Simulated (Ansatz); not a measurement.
Input:

YAlGe:
```cif
data_Al2Ge2Y2
_chemical_formula_sum 'Y2 Ge2 Al2'
_space_group_name_H-M_alt 'P 1'
_space_group_IT_number 1
_cell_length_a 5.60969
_cell_length_b 5.60969
_cell_length_c 5.75723
_cell_angle_alpha 90.000
_cell_angle_beta 90.000
_cell_angle_gamma 137.843
loop_
_space_group_symop_operation_xyz
  'x, y, z'
loop_
_atom_site_label
_atom_site_type_symbol
_atom_site_fract_x
_atom_site_fract_y
_atom_site_fract_z
_atom_site_occupancy
Y1 Y 0.68984 0.31016 0.75000 1
Y2 Y 0.31016 0.68984 0.25000 1
Ge1 Ge 0.39497 0.60503 0.75000 1
Ge2 Ge 0.60503 0.39497 0.25000 1
Al1 Al 0.00000 0.00000 0.50000 1
Al2 Al 0.00000 0.00000 0.00000 1
```

This is the r²SCAN-relaxed structure.

Question: All from r²SCAN (plane waves, PAW; program Ansatz), unless another level is named. Predict the electronic character.

Answer: metallic (no gap).

Question: Predict the density of states at the Fermi level.

Answer: 0.25 states/eV per atom (mean over ±0.08 eV).

Question: What about the formation energy from the elements (no fitted shifts)?

Answer: -0.74 eV/atom.

Space group Cmcm. The workflow started from an entry of the Crystallography Open Database (COD). Its standing as an ambient phase is unchecked. The cell was relaxed with r²SCAN under the symmetry of its start; its stability against distortions is not shown here. No spin polarisation was allowed. The references are the lowest solids computed at this level, not always the standard phases. Spin–orbit coupling is left out wherever it is not named.

Potentials: the later of the program's two PAW sets.
